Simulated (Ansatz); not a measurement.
Computed with Ansatz, DFT PBE, scalar-relativistic, plane waves, PAW. Cutoff 420 eV, Γ-centred 12×12×4 mesh (8-atom cell), Gaussian smearing of 0.10 eV, no spin polarisation.

Energies over the elements count from the elements' standard structures at the same level (N₂ as a molecule), with no fitted energy shifts.

Question: Find a candidate hexagonal metal made of Hf, N and Ti, with a formation energy near −1.60 eV/atom and about 11 Å³ per atom, in a cell of 8 atoms.

Answer: Hf3TiN4, space group P-6m2 (No. 187). Hf on a site of symmetry -6m2 has 6 N at 2.26 Å and 12 Hf at 3.11–3.29 Å; Hf on a site of symmetry 3m is surrounded by 6 N at 2.25–2.27 Å, 9 Hf at 3.11–3.29 Å and 3 Ti at 3.18 Å; Ti has 6 N at 2.20 Å, 6 Ti at 3.11 Å and 6 Hf at 3.18 Å; N on its first site is surrounded by 6 Hf at 2.26–2.27 Å and 2 N at 2.73–2.74 Å; 1 more site not described.

```cif
data_structure
_symmetry_space_group_name_H-M 'P 1'
_symmetry_Int_Tables_number 1
_cell_length_a 3.1134
_cell_length_b 3.1134
_cell_length_c 10.7452
_cell_angle_alpha 90.000
_cell_angle_beta 90.000
_cell_angle_gamma 120.000
_cell_volume 90.20
loop_
_atom_site_label
_atom_site_type_symbol
_atom_site_fract_x
_atom_site_fract_y
_atom_site_fract_z
_atom_site_occupancy
Hf1 Hf 0.66667 0.33333 0.50000 1
Hf2 Hf 0.33333 0.66667 0.75596 1
Hf3 Hf 0.33333 0.66667 0.24404 1
Ti1 Ti 0.66667 0.33333 0.00000 1
N1 N 0.00000 0.00000 0.62749 1
N2 N 0.00000 0.00000 0.11844 1
N3 N 0.00000 0.00000 0.88156 1
N4 N 0.00000 0.00000 0.37251 1
```

The volume per atom is 11.27 Å³ and the density is 11.77 g/cm³. The energy over the elements is −1.60 eV/atom and the gap on the 12×12×4 mesh of the 8-atom cell is 0 eV (a metal).

The structure comes from a generated guess, relaxed at this level; another structure or a mixture of phases may lie lower. The answer needn't be unique; the calculation gave this one.

Spin–orbit coupling, which can matter for Hf, is left out. A structure relaxed within its symmetry needn't be a true minimum.
